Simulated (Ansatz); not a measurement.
Equation of state of TiN from a dense series

```
CELL_PARAMETERS angstrom
0.00000 2.12200 2.12200
2.12200 0.00000 2.12200
2.12200 2.12200 0.00000
ATOMIC_POSITIONS crystal
Ti 0.00000 0.00000 0.00000
N 0.50000 0.50000 0.50000
```

Atoms are numbered in the order listed.

The geometry is COD entry 1011099, unchecked; take it as a test cell. It is an old determination, and later ones may differ.

Spin polarisation is left out, and whether a magnetic state lies lower isn't shown here.

These are results of DFT, PBEsol, all-electron LAPW, scalar-relativistic in Ansatz 0.2.0, not measurements.

The runs use a Γ-centred 13×13×13 k mesh, Fermi–Dirac smearing of 0.05 eV, basis error target 0.5 meV/atom, no spin polarisation.

The cell is scaled evenly. Fractional coordinates are held (clamped ions).

```
V (Å³/atom)  P (GPa)
      8.982    10.76
      8.987    10.57
      9.173     3.79
      9.364    -2.46
      9.460    -5.34
      9.555    -8.07
      9.651   -10.65
      9.746   -13.10
     10.128   -21.68
```

(1) Fit a third-order Birch–Murnaghan curve to the pressures.

(2) Predict the pressure at the withheld volume, 9.937 Å³/atom.

Results:

(1) P = (3B0/2)(y^(7/2) − y^(5/2))[1 + (3/4)(B0′ − 4)(y − 1)] with y = (V0/V)^(2/3) fits within 0.01 GPa for V0 = 9.286 Å³/atom, B0 = 300.5 GPa and B0′ = 4.27.

(2) There y = 0.9558, so the fit gives -17.62 GPa; the run gave -17.63 GPa.
